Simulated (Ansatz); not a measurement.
## Several inputs for HfO2 with Au replacing Hf

Cell: a supercell of HfO2 (fluorite type, Fm-3m) built from a structure deposited in the COD, with all atoms left at the host's positions.

Space group Fm-3m (No. 225); a = 10.2300 Å.

| site | Wyckoff | site symmetry | x | y | z |
| --- | --- | --- | --- | --- | --- |
| Au | 4a | m-3m | 0.0000 | 0.0000 | 0.0000 |
| Hf2 | 24d | m.mm | 0.2500 | 0.2500 | 0.0000 |
| Hf8 | 4b | m-3m | 0.5000 | 0.5000 | 0.5000 |
| O9 | 32f | .3m | 0.1250 | 0.1250 | 0.1250 |
| O12 | 32f | .3m | 0.6250 | 0.3750 | 0.3750 |

One atom of each set is listed; the run and its k-mesh use a cell of 24 atoms with edges of 7.23, 7.23, 7.23 Å.

Reference run. Method: Kohn–Sham DFT in Ansatz, PBE, plane waves and PAW, scalar-relativistic, 420 eV cutoff, Γ-centred 3×3×3 k-points, Fermi–Dirac smearing 0.01 eV, cell charge -1.

It gives V_zz (10²¹ V/m²) Hf2 -4.58 (η 0.88), O9 3.84 (η 0.00), among others. Each of these runs changes the input as listed (caps on SCF iterations aside):

A. hamiltonian.pseudopotentials: {kind: paw} → {kind: paw, source: jth}
B. kpoints.mp_grid.grid: [3, 3, 3] → [2, 2, 2]; accuracy: not typed → low

Problem. Which of these changes matter for the gradients?

Solution. 

| run | Hf2 V_zz (η) | O9 V_zz (η) | largest change of a gradient tensor, all atoms | note |
| --- | --- | --- | --- | --- |
| A | -4.55 (0.86) | 3.92 (0.00) | 0.08 | converged; another set of PAW files; cutoff taken 1380 eV |
| B | -4.34 (0.86) | 4.07 (0.00) | 0.27 | converged; mesh coarser than the reference's |

Run B moves them most, on Hf2 (V_zz from -4.58 to -4.34); against its own size the tensor moves most on O12 among sites above 0.3 (by 0.13, V_zz from 0.31 to 0.18).

Run B changes kpoints.mp_grid.grid, accuracy together, so the table can't tell their shares apart.

On the reference run: The run isn't spin-polarised, and a state with spin may lie lower. The defect repeats with the cell of 24 atoms, so it feels its images: sites between two images don't show the values beside a lone defect, and zeros or small values of η there can come from the images' arrangement. This high-symmetry form of HfO2 is unstable when cold, to shifts of the oxygen columns, towards the tetragonal form. The symmetry of the cell holds that distortion back, wholly or in part, and it would change the field gradients, the more the larger the distortion. A uniform background compensates the cell's charge. The defect cell has no gap above 0.1 eV on its mesh, so the values can hang on the smearing and the k-mesh. Without spin–orbit coupling the gradients at and beside Au and Hf can be off by some per cent, at some sites by more. The neighbours have not yet relaxed around the defect (largest force 1.7 eV/Å), so a real crystal will differ.
